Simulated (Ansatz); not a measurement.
**Relaxing a structure of ZrO2**

The start is a relaxed ZrO2 cell, doubled along one cell vector, shaken by Gaussian noise of σ = 0.08 Å a coordinate. The structure is fully relaxed (lattice and positions, P = 0) with r2SCAN (plane waves to 500 eV, PAW, scalar-relativistic; Ansatz, an electronic-structure program). The first steps use a coarse 7×4×6 k-mesh.

The start:
```
ZrO2
1.0
    3.16511     0.00000     0.00000
    0.00000     6.33021     0.00000
    0.00000     0.00000     3.95077
O Zr
4 2
Direct
  0.48684   0.23059   0.99872
  0.48948   0.75743   0.00592
  0.01125   0.99298   0.47952
  0.99201   0.50014   0.47822
  0.02415   0.00672   0.97467
  0.97202   0.50494   0.98851
```

**Question.** What is the largest force in the starting geometry, and on which atom (counted from 1)?

**Answer.** 2.20 eV/Å, on O1 (atoms numbered as listed).

**Question.** By how much does the energy per atom fall from start to end?

**Answer.** 0.39 eV/atom.

**Question.** How does the volume change?

**Answer.** -12.2 %, from 13.19 to 11.58 Å³/atom.

**Question.** How do the shortest distances between atoms change?

**Answer.** The closest pairs of elements (up to four, under 3.6 Å), start → end: O–Zr 1.94 → 2.06 Å; O–O 2.83 → 2.58 Å; Zr–Zr 3.16 → 3.49 Å.

**Question.** What band gap does the relaxed structure have at this level?

**Answer.** 3.40 eV, indirect (valence top at M, conduction bottom at 86 % of the way from M to K) (no spin-orbit coupling).

**Question.** What does it relax into? Give the structure.

**Answer.** 
Space group P6₃mc (No. 186); a = 3.491 Å, b = 3.491 Å, c = 6.587 Å, α = 90.00°, β = 90.00°, γ = 120.00°

```
atom  site  symmetry       x       y       z
----  ----  --------  ------  ------  ------
O       2b       3m.  0.6667  0.3333  0.2223
O       2a       3m.  0.0000  0.0000  0.4789
Zr      2b       3m.  0.3333  0.6667  0.0451
```

Final values are on a 11×11×5 k-mesh of the relaxed cell. No spin polarisation in the result.

The relaxed structure here is a generated cell of ZrO2: the first start was made by a random draw of sites in a space group, and the end was not matched to a known phase here, so it may be hypothetical. Known forms of ZrO2 include space group No. 14, 137, 225.
